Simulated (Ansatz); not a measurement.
Ansatz (a program for electronic structure) input:

Ansatz 0.2 input:
```yaml
crystal:
  lattice:
    - [-1.6699158192, 1.6699158192, 5.7249259018]
    - [1.6699158192, -1.6699158192, 5.7249259018]
    - [1.6699158192, 1.6699158192, -5.7249259018]
  atoms:
    - { symbol: Nb, position: [0.9994396133, 0.9994396133, 0.0] }
    - { symbol: Nb, position: [0.7494396133, 0.2494396133, 0.5] }
    - { symbol: P, position: [0.4165603867, 0.4165603867, 0.0] }
    - { symbol: P, position: [0.1665603867, 0.6665603867, 0.5] }
kpoints:
  mp_grid: { grid: [17, 17, 17] }
hamiltonian:
  xc: r2scan
  pseudopotentials: { kind: paw }
scf:
  occupations: { method: gaussian, width: 0.05 }
checkpoint: { read: metal.run }
output: { write_density: true, elf: true, volumetric_format: npy }
basis: { fft_grid_basis: typed }
```

Output (shortened):

```
Pseudopotentials: kind: paw
Pseudopotential: Nb, paw, valence charge 13
Pseudopotential: P, paw, valence charge 5
Functional definition: r2SCAN
Crystal: 4 atoms, lattice volume = 63.859 Å³
Basis set: ecut = 500 eV, 1609 PW (Γ), exchange–correlation on 192×192×192 points (64 copies of the dense FFT grid, shifted against one another)
Bands: 26, of which v1, the nominal top of the filled ones, is band 18 counted from 1 (17 counted from 0)
Symmetry: 8 space group operations
Space group: I41md (ITA 109), of the structure as read, at distance tolerance 4.0e-5 Å
k-points: 405 of 4913 (time reversal used)
PAW frozen core: Nb, regenerated for the run's functional
PAW frozen core: P, regenerated for the run's functional
Initial density: read from a saved state, or passed on in memory by an earlier SCF of this step, an earlier step, the calling program or the single point that …
Stability of the state it starts from, as read at its close in the unpolarized treatment …
Initial wavefunctions: pseudopotential atomic-orbital guess
Eigensolver: davidson
Functional: x = r2scan, c = r2scan; τ floored in thin density (d = 2e-4 eV/Å³)
iter 1 solved again at ethr=1.82e-8 eV; its pass at ethr=3.10e-3 eV (dr2=6.57e-6 eV) is discarded
SCF iter   1: F=—  HF=-10650.017207 eV  |F-HF|=—  |Δ(HF+E_count)|=         —  Δρ=3.27e-7  dr2=4.21e-11  dr2_τ=4.25e-12  ethr=1.82e-8  ⟨swp⟩=3.6  Hψ=83434  notcnv=0
all-band conjugate gradients solve this SCF's bands
preconditioner: auto → Kerker (q_TF=auto, 2.480 Å⁻¹)
SCF iter   2: F=-10650.017207 eV  HF=-10650.017207 eV  |F-HF|=5.46e-12  |Δ(HF+E_count)|=   4.26e-8  Δρ=2.97e-7  dr2=6.44e-11  dr2_τ=4.90e-12  ethr=1.00e-12  ⟨swp⟩=6.7  Hψ=38307  notcnv=0
SCF 1 converged in 2 iterations: F = -10650.017207 eV  dr2 = 6.44e-11
SCF converged after 2 iterations
Free energy (F): -10650.017207 eV
Harris-Foulkes:  -10650.017207 eV  (|F-HF|=5.46e-12)
Internal energy: -10650.016734 eV  (E = F + TS)
E sigma→0 (E₀):  -10650.016971 eV
Entropy (-TS):   -0.000472 eV (-0.118 meV/atom)
Fermi energy:    15.045136 eV
--- Per-component energies (eV) ---
  E_band       = -168.142187
  E_kinetic    = 932.698412
  E_local      = -1711.006501  (includes V_loc(G=0)·N_el)
  E_nonlocal   = 302.942759
  E_hartree    = 555.517828
  E_xc         = -459.903365
  E_vxc        = -608.456680  (∫ρ·V_xc dr)
  E_paw        = -7331.408781  (= ΣΔE_a)
  E_vpaw       = -230.789349  (= ΣTr[D̂ρ^β])
  E_aug_tail   = 0.000009  (compensation charges beyond the density's cutoff)
  E_vtau       = 35.433526  (kinetic-family band-sum trace: ∫τ·v_τ [+ j·A + Jᵃ·Aᵃ] dr)
  E_ewald      = -2938.290550
  E_core_change = -0.566546  (= ΣΔE_core)
  E_smearing   = -0.000472  (= −TS)
  E_closure    = 0.000000  (closes the sum)
  Σ components = -10650.017207   (vs F -10650.017207, Δ=0.00e0)
  [band-id]    e_kinetic+e_local+e_nonlocal+2·e_hartree+e_vxc+e_vpaw+e_augmentation_tail+e_vtau = -168.142167   (vs E_band -168.142187, Δ=2.05e-5)
--- Band table (eV; the first three rows and the last of 405) ---
  k-point 0: bands = ["-41.7595", "-41.7171", "-17.3368", "-17.1041", "-17.1041", "-16.9576", "-16.9576", "-16.9133", "1.5802", "4.1256", "8.5013", "11.8136", "12.6115", "12.6115", "12.7857", "13.2237", "13.5453", "13.5453", "15.9162", "16.7274", "17.8629", "18.3434", "18.3434", "18.6105", "19.3423", "19.3423"]
  k-point 1: bands = ["-41.7578", "-41.7162", "-17.3313", "-17.1148", "-17.1121", "-16.9691", "-16.9656", "-16.9114", "1.6802", "4.1589", "8.5524", "11.6479", "12.5346", "12.6413", "12.6860", "13.0462", "13.5623", "13.6885", "15.7583", "16.4917", "17.8384", "18.0686", "18.5622", "18.8073", "19.2938", "19.6202"]
  k-point 2: bands = ["-41.7529", "-41.7135", "-17.3160", "-17.1448", "-17.1342", "-16.9982", "-16.9880", "-16.9098", "1.9677", "4.2428", "8.7253", "11.2454", "12.1567", "12.3604", "12.3722", "13.0397", "13.8159", "13.9536", "15.4586", "15.9253", "17.7066", "17.9777", "18.9408", "19.1119", "19.2844", "20.1682"]
  k-point 404: bands = ["-41.7379", "-41.7376", "-17.1435", "-17.1279", "-17.1125", "-17.1086", "-16.9562", "-16.9469", "2.6525", "2.6631", "10.6924", "10.7549", "11.8759", "12.1444", "12.1600", "12.5218", "14.1768", "14.4513", "16.1444", "16.5364", "17.3573", "17.5104", "18.8492", "18.8850", "19.8008", "20.1490"]
  band table: 26 of 26 bands, residual norms ≤ 1.0e-3 eV
```

Cost: very roughly 90 core-seconds on shared cores.

Space group I4_1md. The cell was relaxed with r²SCAN under the symmetry of its start. The run is not spin-polarised. A small band overlap can be real or an error of a semilocal functional. Scalar-relativistic: spin–orbit coupling is off unless named, which matters more the heavier the elements.

Potentials: the later of the program's two PAW sets.

Ansatz is a plane-wave DFT program.
